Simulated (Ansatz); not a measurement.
One stationary structure of ZnO. Space group P6₃mc (No. 186), wurtzite type. Computed with PBE (plane waves to 420 eV, PAW, scalar-relativistic; Ansatz, a quantum-chemistry and plane-wave program).

```xyz
4
Lattice="3.2801 0.0000 0.0000 -1.6401 2.8407 0.0000 0.0000 0.0000 5.2935" Properties=species:S:1:pos:R:3 pbc="T T T"
O      1.6401     0.9469     0.7906
O      0.0000     1.8938     3.4373
Zn     0.0000     1.8938     1.4305
Zn     1.6401     0.9469     4.0772
```

Q: Predict the band gap from PBE.

A: 0.74 eV, direct at Γ (no spin-orbit coupling).

No spin polarisation in the result.

Measured for ZnO: a 3.2482 Å (0 K or low temperature; as listed in arXiv:1206.3780); c 5.204 Å (0 K or low temperature; as listed in arXiv:1206.3780); gap 3.6 eV (static lattice; corrected from measurement; as listed in Wei Chen et al., Physical Review Materials (2018)). Computed minus measured — a: PBE +1.0 %; c: PBE +1.7 %; gap: PBE -2.86 eV. The computed values are for a static lattice, and a measured gap can be an optical one, lowered by exciton binding.

The run could not lose the symmetry of its start; a randomly shaken copy of 8 atoms returns to this structure.
